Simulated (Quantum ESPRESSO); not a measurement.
## Calculated data, GaSiGeAsN2O (made-up cell, one site empty)

Calculation on a made-up crystal cell, not a measurement: periodic Kohn-Sham density functional theory in plane waves with PseudoDojo standard norm-conserving scalar-relativistic pseudopotentials, each functional with its own files (v0.5 for PBE, v0.4.1 for LDA and PBEsol), no spin polarisation, no spin-orbit coupling, atoms not relaxed, stress positive in tension, energies less a fixed whole-eV offset for each atom's element; levels are Kohn-Sham levels at fractions of this cell's reciprocal vectors, counted from the reference band (half the neutral cell's valence electrons, rounded up) at Gamma; error bars cover cutoff and k-mesh only, not smearing or the files; each bar is the largest change over components, and at least 0.002 eV, 0.002 eV per angstrom or 0.02 GPa; added strain carries the atoms with the cell, and shear is the tensor component; energies are for the whole cell, and the offsets were chosen from early runs and are not element reference energies; machines and their load varied, so run times do not measure scaling. Program: Quantum ESPRESSO 7.5.

## GaSiGeAsN2O (made-up cell, one site empty)

```
GaSiGeAsN2O
1.0
      3.3538    -0.0175    -0.0619
     -0.0304     5.8938    -0.0490
     -0.1011    -0.0462     5.5472
Ga Si Ge N O As N
1 1 1 1 1 1 1
Direct
  -0.03977 0.02042 0.02063
  0.49907 0.49447 0.00754
  0.53543 0.15609 0.51902
  0.05330 0.00855 0.36294
  0.47760 0.51905 0.36797
  0.48475 0.17476 0.88779
  0.06467 0.67055 0.89331
```

* lattice type: wurtzite
* empty site: 4
* functional: pbe
* cutoff: 1143 eV
* fermi dirac smearing: 0.025 eV
* scf tolerance: 1e-07 eV
* electrons removed: 0
* run command: pw.x -nk 1 -in in
* run processor: AMD EPYC, Zen 5 class, virtual cores
* k mesh: 5 x 4 x 4, shifted by half a step
* stress yz: withheld

Atoms:
```tsv
atoms element	atom site	atom energy offset (eV)
Ga	1	-2080
Si	2	-115
Ge	3	-2430
N	5	-283
O	6	-452
As	7	-2887
N	8	-283
```

Q: What stress yz does the calculation give for GaSiGeAsN2O (made-up cell, one site empty)?
A: -1.461 GPa

Q: Give the table of levels values for GaSiGeAsN2O (made-up cell, one site empty).
A: 
Levels:
```tsv
level k point	next band up (eV)
Gamma	0.7776
(1/2,1/2,1/2)	1.305
(0.15,0,0)	1.545
(0,0.15,0)	0.8915
(0,0,0.15)	0.9438
```

Further results for GaSiGeAsN2O (made-up cell, one site empty):

- free energy less offsets: 10.3 eV
- scf iterations: 13
- smearing term minus ts: 0 eV
- pressure: 10.82 GPa
- stress xx: -10.49 GPa
- stress yy: -8.435 GPa
- stress zz: -13.54 GPa
- stress xz: -4.187 GPa
- stress xy: 1.03 GPa
- reference band: 31
- error bar energy: 0.01567 eV
- error bar stress: 0.2263 GPa
- error bar force: 0.01513 eV/Å
- error bar next band up: 0.004411 eV
- error bars from: tighter rerun of this cell
- wall time of scf and band steps on a shared machine: 305.4 s

Forces:
```tsv
site	x (eV/Å)	y (eV/Å)	z (eV/Å)
1	4.556	-8.603	5.049
2	-0.09392	11.73	5.316
3	0.4958	0.8309	-10.16
5	-0.7064	1.569	2.069
6	0.6458	-3.271	-2.972
7	-4.135	-0.6933	-0.9756
8	-0.7618	-1.562	1.677
```
